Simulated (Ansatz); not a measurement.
The elements of this relaxed trial crystal are hidden behind letters.

```
lattice vectors (Å)
   0.0000    3.2271    3.2271
   3.2271    0.0000    3.2271
   3.2271    3.2271    0.0000
fractional positions
X 0.2500 0.2500 0.2500
X 0.0000 0.0000 0.0000
Z 0.7500 0.7500 0.7500
Z 0.5000 0.5000 0.5000
```

Theory: DFT PBE, scalar-relativistic, plane waves, PAW in Ansatz. Settings of the last relaxation (4-atom cell): 420 eV, 12×12×12 k points, Gaussian smearing of 0.10 eV, no spin polarisation.

| Quantity | Value |
| --- | --- |
| Space group | Fd-3m (No. 227) |
| Conventional cell | a = 6.454 Å |
| Volume per atom | 16.80 Å³ |
| Density | 5.95 g/cm³ |
| Formation energy | +0.09 eV/atom |
| Gap on the 12×12×12 mesh of the 4-atom cell | 0 eV (a metal) |

Energies are uncorrected and count from the elements' standard states at the same level.

Question: X is a d-block element of period 4 and Z is a p-block element of period 4. Which elements are they?

Answer: X = Ti, Z = Ge, so the formula is TiGe, here in the NaTl (B32) type. Density times volume gives a mean mass of 5.95 × 16.80/1.6605 = 60.2 u per atom, and this set has 60.2 u. Ti has 4 Ge at 2.79 Å, 4 Ti at 2.79 Å and 6 Ge at 3.23 Å; around Ge lie 4 Ge at 2.79 Å, 4 Ti at 2.79 Å and 6 Ti at 3.23 Å. Other sets within the hints have nearly the same mass, so mass alone doesn't settle it; this one was computed.

The cell is a metal run without spin; a magnetic state may lie lower. A structure relaxed within its symmetry needn't be a true minimum.
